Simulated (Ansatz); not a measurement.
Given:

LiF:
```cif
data_FLi
_chemical_formula_sum 'Li1 F1'
_space_group_name_H-M_alt 'P 1'
_space_group_IT_number 1
_cell_length_a 2.51626
_cell_length_b 2.51626
_cell_length_c 2.51626
_cell_angle_alpha 90.000
_cell_angle_beta 90.000
_cell_angle_gamma 90.000
loop_
_space_group_symop_operation_xyz
  'x, y, z'
loop_
_atom_site_label
_atom_site_type_symbol
_atom_site_fract_x
_atom_site_fract_y
_atom_site_fract_z
_atom_site_occupancy
Li1 Li 0.00000 0.00000 0.00000 1
F1 F 0.50000 0.50000 0.50000 1
```

This is the r²SCAN-relaxed structure.

### Question
All from DFT-r²SCAN in the program Ansatz with PAW potentials, unless another level is named. Predict the band gap.

### Answer
8.91 eV (indirect).

### Question
Predict the hole effective mass.

### Answer
0.87, 7.6, 7.6 mₑ (principal values).

### Question
Give the HSE06 gap on the r²SCAN cell.

### Answer
10.17 eV.

### Question
What about the conduction-band minimum?

### Answer
at Γ.

### Question
What about the valence-band maximum?

### Answer
at M.

Space group Pm-3m (CsCl type). The first step of the workflow began from a Materials Project structure, measured or hypothetical; the Crystallography Open Database copy checked does not list it. It is not the phase usual at ambient conditions (space group No. 225). The cell was relaxed with r²SCAN under the symmetry of its start. At this level the phase is dynamically unstable (imaginary phonons).

Potentials: the later of the program's two PAW sets.
